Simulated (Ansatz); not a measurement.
Cs2ZrF6 (space group P-3m1)

```cif
data_Cs2F6Zr
_chemical_formula_sum 'Cs2 Zr1 F6'
_space_group_name_H-M_alt 'P-3m1'
_space_group_IT_number 164
_space_group_name_Hall '-P 3 2"'
_cell_length_a 6.35260
_cell_length_b 6.35260
_cell_length_c 4.99722
_cell_angle_alpha 90.000
_cell_angle_beta 90.000
_cell_angle_gamma 120.000
loop_
_atom_site_label
_atom_site_type_symbol
_atom_site_symmetry_multiplicity
_atom_site_Wyckoff_symbol
_atom_site_fract_x
_atom_site_fract_y
_atom_site_fract_z
_atom_site_occupancy
Cs1 Cs 2 d 0.66667 0.33333 0.30363 1
Zr1 Zr 1 a 0.00000 0.00000 0.00000 1
F1 F 6 i 0.15278 0.30557 0.22197 1
```

E(V) scan at fixed shape, V₀ the volume above. The atoms relax within the cell's symmetry.

These are PBEsol (plane waves to 420 eV, PAW, scalar-relativistic; Ansatz, a quantum-chemistry and plane-wave program) values and carry that method's errors. k mesh 6×6×7 (Γ-centred), Fermi-Dirac smearing 0.05 eV. E stands for the smeared free energy. With the shape held, the modulus is that of even scaling; a crystal free to change shape is softer. Cs2ZrF6 is run without spin polarisation. Cs2ZrF6 was relaxed with its symmetry unable to fall. The zero of ΔE is the relaxed starting cell.

| V (Å³/atom) | ΔE (meV/atom) |
|---|---|
| 16.300 | 53.9 |
| 17.077 | 27.1 |
| 17.853 | 10.8 |
| 18.629 | 2.5 |
| 19.405 | 0.0 |
| 20.181 | 2.0 |
| 20.958 | 7.4 |
| 21.734 | 15.1 |
| 22.510 | 24.5 |

Q: What is the fitted pressure derivative B₀′?

A: 6.4.

Q: What bulk modulus at fixed cell shape B₀ follows from a third-order Birch-Murnaghan fit?

A: 22.7 GPa. Check by three points about V = 19.405 Å³/atom, step 0.776: d²E/dV² ≈ (2.5 − 2·0.0 + 2.0) meV / 0.776² = 0.00747 eV/Å⁶, and V·d²E/dV² × 160.2 = 23.2 GPa.

(A scan under strain: stresses follow from slopes of the energy per volume, elastic moduli from its curvatures.)
